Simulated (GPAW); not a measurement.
**Hf2Pd2Se2Br2O3 and the effect of the dispersion correction**

```
Hf Pd Se Br O
1.0
     7.58666   -1.70971   -1.17576
     7.58666    1.70971   -1.17576
    -2.02446    0.00000   13.05155
Hf Pd Se Br O
2 2 2 2 3
Direct
  0.94514 0.94514 0.06144
  0.60628 0.60628 0.28309
  0.17920 0.17920 0.50964
  0.32286 0.32286 0.74307
  0.92232 0.92232 0.84566
  0.78991 0.78991 0.58800
  0.58645 0.58645 0.04520
  0.24604 0.24604 0.28651
  0.59701 0.59701 0.42127
  0.38554 0.38554 0.07302
  0.03094 0.03094 0.22169
```

The cell comes from a database or a generator and needn't be the stable form of this composition.

Kept alike: task single point; functional PBE; k mesh 4 × 4 × 1; occupations fermi-dirac, width 0.05 eV; no spin polarisation. Program: GPAW, GPAW PAW data sets (gpaw-data 1.2.1), cutoff 800 eV. The mesh is that of the run's cell of 11 atoms. No spin-orbit coupling.

| dispersion correction | pressure (GPa) |
| --- | --- |
| D3(zero) | -0.22 |
| D3(BJ) | -0.56 |
| D4 | 0.03 |
| none | 0.40 |

The k mesh is coarse, so the values aren't converged. Pressure is positive in compression; the values hold the error of the finite cutoff, so their zero can differ a little from the energy's minimum.

The pressure runs from -0.56 (D3(BJ)) to 0.40 GPa (none). Dispersion terms mostly attract, so at fixed cell they lower the pressure.
